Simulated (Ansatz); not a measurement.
Task: Each is relaxed and computed with DFT-PBEsol in the program Ansatz with PAW potentials. Which alone has an imaginary phonon mode on a q-mesh?
(A) CaGeO3, Pnma (Ca on 4c, Ge on 4b, O on 8d, O on 4c)
(B) CaO, zinc blende
(C) ZnO2, Pa-3 (Zn on 4a, O on 8c)
(D) ScOF, P4/nmm (Sc on 2c, O on 2b, F on 2a)

Result: D, ScOF, P4/nmm (Sc on 2c, O on 2b, F on 2a). ScOF: gap 4.42 eV (indirect), lowest mode -131 cm⁻¹; ZnO2: gap 2.22 eV (indirect), lowest mode 0 cm⁻¹; CaGeO3: gap 2.34 eV (indirect), lowest mode 0 cm⁻¹; CaO: gap 3.27 eV (indirect), lowest mode 0 cm⁻¹. Typed or built starts, not in the databases checked: CaO, zinc blende. Not the usual ambient phase: CaO, zinc blende. Standing as an ambient phase not checked: ScOF, P4/nmm (Sc on 2c, O on 2b, F on 2a); ZnO2, Pa-3 (Zn on 4a, O on 8c); CaGeO3, Pnma (Ca on 4c, Ge on 4b, O on 8d, O on 4c). Unstable at this level: ScOF, P4/nmm (Sc on 2c, O on 2b, F on 2a). All cells were relaxed under the symmetry of their starts (and spin orders); stability against distortions was not tested throughout. Rows with no word on spin ran without spin polarisation. Spin–orbit coupling is left out wherever it is not named.

Potentials: the later of the program's two PAW sets.
